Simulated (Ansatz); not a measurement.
A generator proposed this cell of TlAu₂Cl₃.

```cif
data_structure
_symmetry_space_group_name_H-M 'P 1'
_symmetry_Int_Tables_number 1
_cell_length_a 6.5945
_cell_length_b 6.5945
_cell_length_c 3.9805
_cell_angle_alpha 90.000
_cell_angle_beta 90.000
_cell_angle_gamma 120.000
_cell_volume 149.91
loop_
_atom_site_label
_atom_site_type_symbol
_atom_site_fract_x
_atom_site_fract_y
_atom_site_fract_z
_atom_site_occupancy
Tl1 Tl 0.00000 0.00000 0.00000 1
Au1 Au 0.33333 0.66667 0.00000 1
Au2 Au 0.66667 0.33333 0.00000 1
Cl1 Cl 0.50000 0.00000 0.50000 1
Cl2 Cl 0.50000 0.50000 0.50000 1
Cl3 Cl 0.00000 0.50000 0.50000 1
```

Method: DFT PBE, scalar-relativistic, plane waves, PAW in Ansatz. Cutoff 420 eV; k points 3×3×4 on the computed 6-atom cell (Γ-centred); Gaussian smearing, width 0.10 eV; no spin polarisation.

Energies over the elements count from the elements' standard structures at the same level (Cl₂ as a molecule), with no fitted energy shifts.

Question: What does a single point on this coarse mesh give?

Answer: The pressure is 1.0 GPa (the mean over three directions, positive in compression), the largest force is 0.00 eV/Å (symmetry fixes the atoms), and the energy is −0.11 eV/atom against the elements. The shortest distance is 2.75 Å.

Question: Is it a good guess?

Answer: A good one: relaxing gains under 0.1 eV/atom (the start's value is from the coarse mesh, so the gain is rough) in 6 ionic steps and ends at −0.12 eV/atom on the finer mesh. The symmetry stays P6/mmm (No. 191). The volume per atom grows by 4.6 %, from 25.0 to 26.1 Å³. The shortest distance goes from 2.75 Å (Au–Cl) to 2.76 Å (Au–Cl). Conventional cell: a = 6.890 Å, c = 3.815 Å. Tl has 2 Tl at 3.81 Å, 12 Cl at 3.94 Å and 6 Au at 3.98 Å; Au is surrounded by 6 Cl at 2.76 Å, 5 Au at 3.81–3.98 Å and 3 Tl at 3.98 Å; around Cl lie 4 Au at 2.76 Å, 4 Cl at 3.45 Å, 2 Cl at 3.81 Å and 4 Tl at 3.94 Å.

The last run used a 6×6×10 mesh (in the run's order of axes) for its 6-atom cell and Gaussian smearing of 0.10 eV. Spin–orbit coupling, which can matter for Au and Tl, is left out. The relaxation can't lower the symmetry of the start, and the grade says only how near the guess is to its own end. A structure relaxed within its symmetry needn't be a true minimum.
